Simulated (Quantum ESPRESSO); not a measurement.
Band energies of Mg$_{2}$Ge

```
CELL_PARAMETERS angstrom
      0.00000     3.18119     3.18119
      3.18119     0.00000     3.18119
      3.18119     3.18119     0.00000
ATOMIC_POSITIONS crystal
  Mg 0.75000 0.75000 0.75000
  Mg 0.25000 0.25000 0.25000
  Ge 0.00000 0.00000 0.00000
```

norm-conserving PBE (Quantum ESPRESSO, 84 Ry, without SOC); path ΓXWKΓLUWLK,UX; energies in eV from the valence-band maximum.

```
k (1/Å)  point  band 13  band 14  band 15  band 16  band 17  band 18  band 19  band 20
-------  -----  -------  -------  -------  -------  -------  -------  -------  -------
0.00         Γ   -23.70    -9.80     0.00     0.00     0.00     1.08     2.83     2.83
0.22             -23.70    -9.66    -1.09    -0.43    -0.43     2.22     2.36     3.48
0.44             -23.70    -9.26    -2.42    -1.14    -1.14     1.57     2.08     4.75
0.77             -23.70    -8.39    -4.09    -1.88    -1.88     0.46     0.73     6.94
0.99         X   -23.70    -8.08    -4.56    -2.03    -2.03     0.13     0.56     7.97
1.36             -23.70    -8.05    -4.07    -3.25    -2.65     2.05     2.67     4.62
1.48         W   -23.70    -8.05    -3.70    -3.70    -2.73     2.79     3.76     3.81
1.60             -23.70    -8.06    -3.94    -3.53    -2.52     2.13     3.32     4.28
1.83         K   -23.70    -8.10    -4.13    -3.54    -1.69     0.71     3.15     6.10
1.94             -23.70    -8.18    -3.86    -3.83    -1.48     0.99     4.30     5.49
2.14             -23.70    -8.55    -3.89    -3.03    -0.94     1.69     4.20     4.52
2.46             -23.70    -9.31    -2.61    -1.46    -0.21     2.32     3.30     3.40
2.67             -23.70    -9.67    -1.21    -0.45    -0.03     1.87     2.90     2.97
2.88         Γ   -23.70    -9.80     0.00     0.00     0.00     1.08     2.83     2.83
2.98             -23.70    -9.77    -0.51    -0.04    -0.04     1.44     2.91     2.91
3.20             -23.70    -9.51    -2.21    -0.30    -0.30     1.60     3.28     3.28
3.52             -23.70    -8.81    -4.34    -0.67    -0.67     1.14     2.93     2.93
3.73         L   -23.70    -8.54    -4.89    -0.74    -0.74     1.04     2.77     2.77
4.04             -23.70    -8.37    -4.59    -2.41    -1.18     1.46     3.36     3.84
4.24             -23.70    -8.16    -4.14    -3.49    -1.56     0.89     3.82     5.32
4.34         U   -23.70    -8.10    -4.13    -3.54    -1.69     0.71     3.15     6.10
4.57             -23.70    -8.06    -3.94    -3.53    -2.52     2.13     3.32     4.28
4.69         W   -23.70    -8.05    -3.70    -3.70    -2.73     2.79     3.76     3.81
4.79             -23.70    -8.08    -3.85    -3.60    -2.55     2.66     3.32     4.03
5.09             -23.70    -8.37    -4.60    -2.33    -1.33     2.23     2.28     4.24
5.29             -23.70    -8.52    -4.86    -1.07    -0.81     1.34     2.63     2.91
5.39         L   -23.70    -8.54    -4.89    -0.74    -0.74     1.04     2.77     2.77
5.56             -23.70    -8.48    -4.79    -1.53    -0.91     1.63     2.61     3.15
5.73             -23.70    -8.33    -4.50    -2.68    -1.27     1.32     3.71     4.13
5.99         K   -23.70    -8.10    -4.13    -3.54    -1.69     0.71     3.15     6.10
5.99         U   -23.70    -8.10    -4.13    -3.54    -1.69     0.71     3.15     6.10
6.08             -23.70    -8.07    -4.32    -3.14    -1.84     0.53     2.21     6.66
6.34         X   -23.70    -8.08    -4.56    -2.03    -2.03     0.13     0.56     7.97
```

The PBE gap is indirect, 0.13 eV, from Γ to X; the smallest direct gap is 1.08 eV.

Spin-orbit splittings are left out.

Geometry relaxed with PBEsol.
